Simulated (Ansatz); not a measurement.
Y2InAu2 in space group P4/mbm (No. 127; Y on 4h, In on 2a, Au on 4g), PBE in the plane-wave PAW code Ansatz, all energies at zero smearing, with the estimated change up to a 700 eV cutoff added, with one set of potentials and settings (totals compare only within such a set). Cell of 10 atoms (4 Y, 2 In, 4 Au): -79196.073 eV.

```json
[
 {"element": "Y", "reference phase": "P6_3/mmc, 2 atoms in the cell", "E (eV/atom)": "-3848.6668"},
 {"element": "In", "reference phase": "I4/mmm, 1 atoms in the cell", "E (eV/atom)": "-5597.8481"},
 {"element": "Au", "reference phase": "Fm-3m, 1 atoms in the cell", "E (eV/atom)": "-13149.3277"}
]
```

Formation energy per atom, worked out: (-79196.073 − 4×(-3848.6668) − 2×(-5597.8481) − 4×(-13149.3277))/10 = -0.840 eV/atom (-81 kJ per mol of atoms), at 0 K, without zero-point energy or fitted corrections.

The workflow started from a Materials Project entry (that database holds measured and hypothetical structures alike); the Crystallography Open Database copy checked does not list it. Its standing as an ambient phase is unchecked. The PBE relaxation kept the symmetry of its start; its stability against distortions is not shown here. The run is not spin-polarised. The references are the lowest solids computed at this level, not always the standard phases. Scalar-relativistic: spin–orbit coupling is off unless named, which matters more the heavier the elements.

Potentials: the later of the program's two PAW sets.
